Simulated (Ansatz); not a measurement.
Relaxed Gd (hcp, Mg type):

```xyz
2
Lattice="3.6484 0.0000 0.0000 -1.8242 3.1596 0.0000 0.0000 0.0000 5.8348" Properties=species:S:1:pos:R:3 pbc="T T T"
Gd     0.0000     2.1064     4.3761
Gd     1.8242     1.0532     1.4587
```

Scan: atom 2 (Gd, nearest neighbour Gd at 3.598 Å; its periodic images, 3.6 Å or more away, move with it) is displaced along Cartesian [110], direction (0.707, 0.707, 0.000) in Cartesian axes, by s. The other atoms stay.

Level of theory: PBE (plane waves to 420 eV, PAW, scalar-relativistic; Ansatz, a first-principles code). k mesh 12×12×7 (Γ-centred), Fermi-Dirac smearing 0.05 eV. The energy includes the smearing's −TS. With partly filled bands, energies and forces of such displacements shift with the k mesh and the smearing. Gd was relaxed with its symmetry unable to fall. Relaxed Gd ends ferromagnetic. Other magnetic orders were not checked, so this need not be the ground state. The filling of the f shell was not checked against other fillings, so treat energies with care. The zero of ΔE is the undisplaced structure. The last digit holds for this mesh only.

```json
[
 {"s (Å)": "-0.720", "ΔE (meV/cell)": "181.2"},
 {"s (Å)": "-0.576", "ΔE (meV/cell)": "131.1"},
 {"s (Å)": "-0.432", "ΔE (meV/cell)": "80.8"},
 {"s (Å)": "-0.288", "ΔE (meV/cell)": "38.7"},
 {"s (Å)": "-0.144", "ΔE (meV/cell)": "withheld"},
 {"s (Å)": "0.000", "ΔE (meV/cell)": "0.0"},
 {"s (Å)": "0.144", "ΔE (meV/cell)": "10.8"},
 {"s (Å)": "0.288", "ΔE (meV/cell)": "43.0"},
 {"s (Å)": "0.432", "ΔE (meV/cell)": "94.4"},
 {"s (Å)": "0.576", "ΔE (meV/cell)": "162.4"},
 {"s (Å)": "0.720", "ΔE (meV/cell)": "243.9"}
]
```

### Question
Fit a polynomial form (powers 2, 3, 4) to the given rows and predict ΔE at s = -0.144.

### Answer
Least squares on the 10 given rows: ΔE = (502.5)·s² + (83.61)·s³ + (-178.9)·s⁴, in meV/cell with s in Å; root-mean-square residual 0.29 meV/cell. At -0.144 the fit gives 10.1 meV/cell; the calculation gives 10.3 meV/cell, so the interpolation is off by -0.2 (-1.9 %). The quadratic term alone would give 10.4 meV/cell.

(For displaced atoms, the force is minus the slope of the energy, and its curvature is a force constant, which sets phonon frequencies.)
